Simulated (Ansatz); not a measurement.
**HfRu3 (AuCu3-type structure)**

Level of theory: DFT, PBEsol, scalar-relativistic, no spin polarisation; plane waves to 420 eV with PAW datasets (Ansatz 0.2.0), 8×8×8 k-mesh, Gaussian smearing of 0.05 eV; PAW files: Ansatz's generated set soft_2.

```yaml
crystal:
  lattice:
    - [3.90297, 0.00000, 0.00000]
    - [0.00000, 3.90297, 0.00000]
    - [0.00000, 0.00000, 3.90297]
  atoms:
    - { symbol: Hf, position: [0.00000, 0.00000, 0.00000] }
    - { symbol: Ru, position: [0.00000, 0.50000, 0.50000] }
    - { symbol: Ru, position: [0.50000, 0.50000, 0.00000] }
    - { symbol: Ru, position: [0.50000, 0.00000, 0.50000] }
```

The cell came from substitution into a structure type; whether the compound takes it is for experiment to say.

The cell is relaxed to zero pressure at this level.

The cell has space group Pm-3m (read at 0.01 Å). In it the stress is 0.00, 0.00, 0.00, 0.00, 0.00, 0.00 GPa and the largest force component 0.000 eV/Å. Each change below starts from this cell, without further relaxation. Stress is in GPa, positive in compression, in the order xx, yy, zz, yz, xz, xy; energies are counted from the cell above and are free energies with the smearing's entropy, which match forces and stress in a metal.

Q: What happens when atom 3 (Ru) is moved by 0.02 Å along x?

A: The energy changes by 1.6 meV per cell, and the force on it along the shift is -0.165 eV/Å (−F/u = 8.25 eV/Å²). Stress: 0.04, 0.04, -0.01, 0.00, 0.00, 0.00.
| atom | Fx (eV/Å) | Fy | Fz |
| --- | --- | --- | --- |
| Hf1 | 0.125 | 0.000 | 0.000 |
| Ru2 | 0.048 | 0.000 | 0.000 |
| Ru3 | -0.165 | 0.000 | 0.000 |
| Ru4 | -0.008 | 0.000 | 0.000 |
In a harmonic crystal the energy would rise by −½F·u = ½ × 8.25 × 0.02² eV = 1.7 meV, which matches.

Q: What stress follows from an engineering strain of 3 % in zz, atoms carried along?

A: -6.17, -6.17, -8.90, 0.00, 0.00, 0.00 GPa; the energy changes by 48.4 meV per cell.
The change of the stress over the strain gives a clamped-atom stiffness of about 297 GPa for this component, a secant value that lies under the elastic constant in tension and over it in compression, by several per cent for each per cent of strain.
In a harmonic crystal the energy would rise by V(½Cε² − σ₀ε), with σ₀ the stress of the unstrained cell, = 49.5 meV, which matches.

Scalar-relativistic only: spin–orbit splittings of the heavy atoms' levels are missing.
